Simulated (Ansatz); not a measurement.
Sr₂MgH₆:
```xyz
9
Lattice="5.4714 0.0000 0.0000 -2.7357 4.7384 0.0000 0.0000 0.0000 4.1872" Properties=species:S:1:pos:R:3 pbc="T T T"
Sr     2.7357     1.5795     1.1032
Sr     0.0000     3.1589     3.0840
Mg     0.0000     0.0000     0.0000
H      2.7357     3.0636     3.2041
H      0.0000     1.6748     0.9831
H      1.4504     0.8374     3.2041
H      1.2853     3.9010     0.9831
H      4.0210     0.8374     3.2041
H     -1.2853     3.9010     0.9831
```

Relaxed with r²SCAN. Independent-particle spectrum: no excitons, no local fields, no scissors shift; 0.1 eV broadening; ε₁ of the summed bands alone.

Task: Tabulate the dielectric function from DFT-r²SCAN in the program Ansatz with PAW potentials.

Result: 

| E (eV) | ε₁ xx | ε₂ xx | ε₁ zz | ε₂ zz |
|---|---|---|---|---|
| 0.0 | 4.17 | 0.00 | 4.27 | 0.00 |
| 0.4 | 4.18 | 0.00 | 4.29 | 0.00 |
| 0.8 | 4.22 | 0.00 | 4.33 | 0.00 |
| 1.2 | 4.28 | 0.00 | 4.40 | 0.00 |
| 1.6 | 4.38 | 0.00 | 4.50 | 0.00 |
| 2.0 | 4.51 | 0.00 | 4.65 | 0.00 |
| 2.4 | 4.69 | 0.00 | 4.87 | 0.00 |
| 2.8 | 4.93 | 0.00 | 5.17 | 0.00 |
| 3.2 | 5.29 | 0.00 | 5.64 | 0.00 |
| 3.6 | 5.83 | 0.00 | 6.50 | 0.00 |
| 4.0 | 6.82 | 0.04 | 8.73 | 1.64 |
| 4.4 | 9.22 | 0.94 | 7.36 | 3.56 |
| 4.8 | 9.07 | 5.40 | 6.70 | 5.98 |
| 5.2 | 6.81 | 6.12 | 5.54 | 6.31 |
| 5.6 | 5.40 | 8.36 | 3.29 | 6.50 |
| 6.0 | 2.65 | 8.09 | 1.92 | 5.89 |
| 6.4 | 0.83 | 7.36 | 1.10 | 4.79 |
| 6.8 | -0.17 | 5.73 | 1.12 | 4.43 |
| 7.2 | -0.32 | 5.15 | 1.99 | 4.09 |
| 7.6 | -0.75 | 3.83 | 2.31 | 5.76 |
| 8.0 | -0.99 | 3.35 | -1.42 | 5.43 |
| 8.4 | -0.33 | 2.56 | -1.15 | 3.04 |
| 8.8 | -0.35 | 2.42 | -0.75 | 2.42 |
| 9.2 | -0.29 | 2.06 | -0.22 | 2.05 |
| 9.6 | -0.01 | 1.96 | 0.23 | 2.03 |
| 10.0 | 0.07 | 1.75 | 0.18 | 2.49 |
| 10.4 | -0.03 | 1.59 | -0.38 | 1.86 |
| 10.8 | 0.41 | 1.59 | 0.22 | 1.73 |
| 11.2 | -0.01 | 1.66 | 0.02 | 1.93 |
| 11.6 | -0.26 | 1.82 | -0.37 | 1.65 |
| 12.0 | -0.13 | 1.11 | -0.03 | 1.31 |

Task: From ε at 5.2 eV (xx: 6.81 + 6.12i), find n, k, the normal reflectivity and the absorption coefficient.

Result: n = 2.83, k = 1.083, R = 29 %, α = 2kE/ħc = 570000 cm⁻¹.

With all bands, ε∞ without local fields is 4.20 (xx = yy), 4.30 (zz).

Space group P-3m1. The first step of the workflow began from a Materials Project structure, measured or hypothetical; the Crystallography Open Database copy checked does not list it. Its standing as an ambient phase is unchecked. The cell was relaxed with r²SCAN under the symmetry of its start; whether a distortion lowers the energy is not shown. Spin–orbit coupling is left out wherever it is not named.

Potentials: the later of the program's two PAW sets.
